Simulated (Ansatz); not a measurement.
Ga2O3:
```
CELL_PARAMETERS angstrom
      6.13940     1.52370     0.00000
     -6.13940     1.52370     0.00000
     -1.37692     0.00000     5.64419
ATOMIC_POSITIONS crystal
  Ga 0.34125 0.65875 0.68554
  Ga 0.65875 0.34125 0.31446
  Ga 0.90955 0.09045 0.20471
  Ga 0.09045 0.90955 0.79529
  O  0.50375 0.49625 0.74406
  O  0.49625 0.50375 0.25594
  O  0.82678 0.17322 0.43724
  O  0.17322 0.82678 0.56276
  O  0.16525 0.83475 0.10946
  O  0.83475 0.16525 0.89054
```

Relaxed with PBEsol. Independent-particle spectrum: no excitons, no local fields, no scissors shift; 0.1 eV broadening; ε₁ of the summed bands alone.

Tabulate the dielectric function from PBEsol (plane waves, PAW; program Ansatz).



```tsv
E (eV)	ε₁ xx	ε₂ xx	ε₁ yy	ε₂ yy	ε₁ zz	ε₂ zz
0.0	4.02	0.00	4.09	0.00	4.09	0.00
0.4	4.03	0.00	4.10	0.00	4.10	0.00
0.8	4.07	0.00	4.12	0.00	4.13	0.00
1.2	4.13	0.00	4.17	0.00	4.20	0.00
1.6	4.23	0.00	4.24	0.00	4.32	0.00
2.0	4.39	0.00	4.35	0.00	4.53	0.00
2.4	4.77	0.08	4.51	0.00	4.90	0.46
2.8	4.88	0.76	4.81	0.04	4.69	0.77
3.2	4.66	0.97	5.23	0.38	4.58	0.87
3.6	4.55	1.06	5.14	0.93	4.59	0.92
4.0	4.52	1.21	5.02	1.20	4.63	1.07
4.4	4.49	1.32	4.92	1.37	4.70	1.25
4.8	4.46	1.42	4.86	1.53	4.62	1.44
5.2	4.53	1.55	4.84	1.68	4.69	1.51
5.6	4.55	1.74	4.86	1.83	4.80	1.61
6.0	4.76	2.02	4.86	2.24	5.14	2.06
6.4	4.57	2.42	4.46	2.19	5.27	2.50
6.8	4.48	2.89	4.94	2.29	5.26	3.50
7.2	3.88	3.06	4.80	2.74	3.79	5.25
7.6	3.74	2.87	4.67	3.18	2.35	3.72
8.0	3.99	3.21	4.90	3.14	2.89	2.94
8.4	3.71	3.59	4.92	4.82	3.01	3.39
8.8	3.10	4.03	4.32	4.26	3.37	3.26
9.2	2.64	3.93	3.57	5.71	2.83	4.76
9.6	2.17	3.63	2.77	5.18	1.83	3.73
10.0	2.27	3.60	2.35	5.85	1.50	3.65
10.4	1.83	3.60	0.02	5.60	1.40	3.22
10.8	1.37	3.34	0.05	3.69	1.63	2.98
11.2	1.47	2.93	0.97	3.20	1.45	2.80
11.6	1.56	3.00	1.16	3.60	1.49	2.97
12.0	1.41	3.28	1.16	4.45	1.40	3.02
```

From ε at 2.8 eV (xx: 4.88 + 0.76i), find n, k, the normal reflectivity and the absorption coefficient.

n = 2.22, k = 0.172, R = 15 %, α = 2kE/ħc = 49000 cm⁻¹.

With all bands, ε∞ without local fields is 4.23 (xx), 4.30 (yy), 4.30 (zz). DFPT, with local fields, gives 4.10 (xx), 4.20 (yy), 4.21 (zz).

Space group C2/m. The cell was relaxed with PBEsol under the symmetry of its start. Spin–orbit coupling is left out wherever it is not named.

Potentials: the earlier of the program's two PAW sets. The files were generated under PBE; for other functionals the program regenerates the frozen cores, and for LDA and PBEsol the local potential too.
